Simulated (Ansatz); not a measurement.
Consider the following.

BaNi2P2:
```xyz
5
Lattice="-1.9529 1.9529 6.0154 1.9529 -1.9529 6.0154 1.9529 1.9529 -6.0154" Properties=species:S:1:pos:R:3 pbc="T T T"
Ba     0.0000     0.0000     0.0000
Ni     0.0000     1.9529     3.0077
Ni     1.9529     0.0000     3.0077
P      0.0000     0.0000     7.9438
P      0.0000     0.0000     4.0870
```

This is the r²SCAN-relaxed structure.

Problem. All from the program Ansatz at the r²SCAN level (PAW), unless another level is named. Estimate the electronic character.

Solution. metallic (no gap).

Problem. Give the formation energy from the elements (no fitted shifts).

Solution. -0.89 eV/atom.

Problem. Next, the density of states at the Fermi level?

Solution. 0.67 states/eV per atom (mean over ±0.08 eV).

Space group I4/mmm. The first step of the workflow began from a Materials Project structure, measured or hypothetical; the Crystallography Open Database copy checked does not list it. Its standing as an ambient phase is unchecked. The r²SCAN relaxation kept the symmetry of its start; its stability against distortions is not shown here. The run is not spin-polarised. The references are the lowest solids computed at this level, not always the standard phases. Spin–orbit coupling is left out wherever it is not named.

Potentials: the later of the program's two PAW sets.
